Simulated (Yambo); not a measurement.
**Optical response of MgCO$_{3}$**

```xyz
10
Lattice="2.3179 1.3383 4.9756 -2.3179 1.3383 4.9756 0.0000 -2.6765 4.9756" Properties=species:S:1:pos:R:3 pbc="T T T"
C      0.0000     0.0000     3.7317
C      0.0000     0.0000    11.1952
O     -1.6735     0.2221     8.7074
O      1.6735    -0.2221     6.2196
O      0.6444    -1.5604     8.7074
O     -0.6444     1.5604     6.2196
O      1.0291     1.3383     8.7074
O     -1.0291    -1.3383     6.2196
Mg     0.0000     0.0000     0.0000
Mg     0.0000     0.0000     7.4635
```

Yambo, RPA with local fields on LDA bands; 4×4×4 mesh, 84 bands, 3 Ry local-field block, 0.2 eV broadening; field along z.

```json
[
 {"E (eV)": "0.0", "Im ε": "0.00", "Re ε": "2.32", "Im ε, independent particles": "0.00"},
 {"E (eV)": "0.5", "Im ε": "0.00", "Re ε": "2.32", "Im ε, independent particles": "0.00"},
 {"E (eV)": "1.0", "Im ε": "0.00", "Re ε": "2.32", "Im ε, independent particles": "0.00"},
 {"E (eV)": "1.5", "Im ε": "0.00", "Re ε": "2.33", "Im ε, independent particles": "0.01"},
 {"E (eV)": "2.0", "Im ε": "0.01", "Re ε": "2.35", "Im ε, independent particles": "0.01"},
 {"E (eV)": "2.5", "Im ε": "0.01", "Re ε": "2.37", "Im ε, independent particles": "0.01"},
 {"E (eV)": "3.0", "Im ε": "0.01", "Re ε": "2.39", "Im ε, independent particles": "0.01"},
 {"E (eV)": "3.5", "Im ε": "0.01", "Re ε": "2.42", "Im ε, independent particles": "0.02"},
 {"E (eV)": "4.0", "Im ε": "0.02", "Re ε": "2.46", "Im ε, independent particles": "0.02"},
 {"E (eV)": "4.5", "Im ε": "0.02", "Re ε": "2.51", "Im ε, independent particles": "0.03"},
 {"E (eV)": "5.0", "Im ε": "0.04", "Re ε": "2.59", "Im ε, independent particles": "0.04"},
 {"E (eV)": "5.5", "Im ε": "0.08", "Re ε": "2.71", "Im ε, independent particles": "0.08"},
 {"E (eV)": "6.0", "Im ε": "0.25", "Re ε": "2.74", "Im ε, independent particles": "0.25"},
 {"E (eV)": "6.5", "Im ε": "0.38", "Re ε": "2.80", "Im ε, independent particles": "0.37"},
 {"E (eV)": "7.0", "Im ε": "0.38", "Re ε": "2.63", "Im ε, independent particles": "0.40"},
 {"E (eV)": "7.5", "Im ε": "0.31", "Re ε": "2.73", "Im ε, independent particles": "0.34"},
 {"E (eV)": "8.0", "Im ε": "0.36", "Re ε": "2.80", "Im ε, independent particles": "0.42"},
 {"E (eV)": "8.5", "Im ε": "0.36", "Re ε": "3.06", "Im ε, independent particles": "0.42"},
 {"E (eV)": "9.0", "Im ε": "0.57", "Re ε": "2.99", "Im ε, independent particles": "0.63"},
 {"E (eV)": "9.5", "Im ε": "0.79", "Re ε": "3.32", "Im ε, independent particles": "0.85"},
 {"E (eV)": "10.0", "Im ε": "1.11", "Re ε": "3.12", "Im ε, independent particles": "1.26"},
 {"E (eV)": "10.5", "Im ε": "1.73", "Re ε": "3.35", "Im ε, independent particles": "2.09"},
 {"E (eV)": "11.0", "Im ε": "1.28", "Re ε": "3.22", "Im ε, independent particles": "1.50"},
 {"E (eV)": "11.5", "Im ε": "2.35", "Re ε": "2.97", "Im ε, independent particles": "2.78"},
 {"E (eV)": "12.0", "Im ε": "2.64", "Re ε": "2.38", "Im ε, independent particles": "3.29"},
 {"E (eV)": "12.5", "Im ε": "1.89", "Re ε": "1.74", "Im ε, independent particles": "2.48"},
 {"E (eV)": "13.0", "Im ε": "1.46", "Re ε": "1.83", "Im ε, independent particles": "3.09"},
 {"E (eV)": "13.5", "Im ε": "1.41", "Re ε": "2.31", "Im ε, independent particles": "3.76"},
 {"E (eV)": "14.0", "Im ε": "2.25", "Re ε": "2.51", "Im ε, independent particles": "2.41"},
 {"E (eV)": "14.5", "Im ε": "1.81", "Re ε": "1.95", "Im ε, independent particles": "2.05"},
 {"E (eV)": "15.0", "Im ε": "2.10", "Re ε": "2.17", "Im ε, independent particles": "2.59"},
 {"E (eV)": "15.5", "Im ε": "2.20", "Re ε": "2.05", "Im ε, independent particles": "2.70"},
 {"E (eV)": "16.0", "Im ε": "2.90", "Re ε": "2.21", "Im ε, independent particles": "3.61"},
 {"E (eV)": "16.5", "Im ε": "3.13", "Re ε": "0.73", "Im ε, independent particles": "2.88"},
 {"E (eV)": "17.0", "Im ε": "2.31", "Re ε": "0.58", "Im ε, independent particles": "2.13"},
 {"E (eV)": "17.5", "Im ε": "2.33", "Re ε": "0.33", "Im ε, independent particles": "2.10"},
 {"E (eV)": "18.0", "Im ε": "2.10", "Re ε": "0.21", "Im ε, independent particles": "1.82"},
 {"E (eV)": "18.5", "Im ε": "1.65", "Re ε": "0.19", "Im ε, independent particles": "1.47"},
 {"E (eV)": "19.0", "Im ε": "1.42", "Re ε": "0.09", "Im ε, independent particles": "1.34"},
 {"E (eV)": "19.5", "Im ε": "1.31", "Re ε": "0.27", "Im ε, independent particles": "1.30"},
 {"E (eV)": "20.0", "Im ε": "0.96", "Re ε": "0.09", "Im ε, independent particles": "0.92"}
]
```

Structure narrower than a few tenths of an eV can come from the finite k mesh. Convergence of the RPA response with its 4×4×4 mesh was not tested. No excitonic effects at this level.

Geometry of the Materials Project entry, not relaxed at this level.
